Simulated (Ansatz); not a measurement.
A geometry of SnO away from equilibrium: step 2 of the relaxation of a randomly generated symmetric cell of SnO (space group No. 152). All values below come from r2SCAN (plane waves to 500 eV, PAW, scalar-relativistic; Ansatz, a program for electronic structure). Γ-centred k-mesh 5×5×5 on the run's cell (coarser than for final values), Fermi–Dirac smearing 0.05 eV. The plane waves were selected for a different cell earlier on the path.

```yaml
crystal:
  lattice:
    - [5.37971, 0.00000, 0.00000]
    - [-2.68985, 4.65896, 0.00000]
    - [0.00000, 0.00000, 4.74369]
  atoms:
    - { symbol: O, position: [0.38679, 0.00000, 0.33333] }
    - { symbol: O, position: [0.00000, 0.38679, 0.66667] }
    - { symbol: O, position: [0.61321, 0.61321, 0.00000] }
    - { symbol: Sn, position: [0.73596, 0.00000, 0.83333] }
    - { symbol: Sn, position: [0.00000, 0.73596, 0.16667] }
    - { symbol: Sn, position: [0.26404, 0.26404, 0.50000] }
```

Q: Give the Cartesian forces on all atoms (eV/Å).

A: 
```csv
atom,Fx,Fy,Fz
O1,1.38,0.00,0.00
O2,-0.69,1.20,0.00
O3,-0.69,-1.20,0.00
Sn4,-2.71,0.00,0.00
Sn5,1.36,-2.35,0.00
Sn6,1.36,2.35,0.00
```

The path ends in P3₁21 (No. 152). No spin polarisation in the result. Without a van der Waals term the distances between weakly bound units are poorly fixed.

The run could not lose the symmetry of its start: the end is stationary, and may be a saddle point rather than a minimum.

The end of the path is a generated cell of SnO: the first start was made by a random draw of sites in a space group, and the end was not matched to a known phase here, so it may be hypothetical. Known forms of SnO include space group No. 129.
